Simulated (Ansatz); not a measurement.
GeS$_{2}$:
```
GeS2
1.0
    5.78283     0.00000     0.00000
    0.00000     5.78283     0.00000
    0.00000     0.00000     3.49552
Ge S
2 4
Direct
  0.00000   0.00000   0.00000
  0.50000   0.50000   0.50000
  0.30817   0.30817   0.00000
  0.80817   0.19183   0.50000
  0.19183   0.80817   0.50000
  0.69183   0.69183   0.00000
```

Relaxed with PBEsol. Special points in fractions of this cell's reciprocal vectors: Γ (0.000, 0.000, 0.000); X (0.000, 0.500, 0.000); M (0.500, 0.500, 0.000); Z (0.000, 0.000, 0.500); R (0.000, 0.500, 0.500); A (0.500, 0.500, 0.500).

Task: List the band energies nearest the Fermi level at these points for PBEsol (plane waves, PAW; program Ansatz).

Result: In eV from the Fermi level; about four levels below and three above (degenerate sets whole), none deeper than 8.9 eV; points with the same levels are listed once.

```json
[
 {"k": "Γ", "below": "-1.35 -1.35 -1.23 -0.47 -0.47", "above": "0.31 0.99 3.05 3.05"},
 {"k": "X", "below": "-1.19 -1.19 -0.85 -0.85", "above": "0.71 0.71 3.29 3.29"},
 {"k": "M", "below": "-1.57 -1.57 -1.44 -1.44", "above": "0.49 0.49 4.05 4.05"},
 {"k": "Z", "below": "-1.97 -1.97 -1.88 -1.88", "above": "0.52 0.52 4.99 4.99"},
 {"k": "R", "below": "-1.17 -1.17 -1.15 -1.15", "above": "1.43 1.43 2.27 2.27"},
 {"k": "A", "below": "-1.48 -1.48 -0.97 -0.97", "above": "0.15 0.15 4.51 4.51"}
]
```

Space group P4_2/mnm (rutile). A made-up cell: these elements were put on the sites of a structure type; neither database checked (COD, Materials Project) lists it. COD files the formula under space group No. 14, 43, 82, 122, 217, so this cell is another polymorph or a model. Whether it is the stable phase at ambient conditions was not checked. The cell was relaxed with PBEsol under the symmetry of its start. At this level the phase is dynamically unstable (imaginary phonons). A small band overlap can be real or an error of a semilocal functional. Scalar-relativistic: spin–orbit coupling is off unless named, which matters more the heavier the elements.

Potentials: the later of the program's two PAW sets.
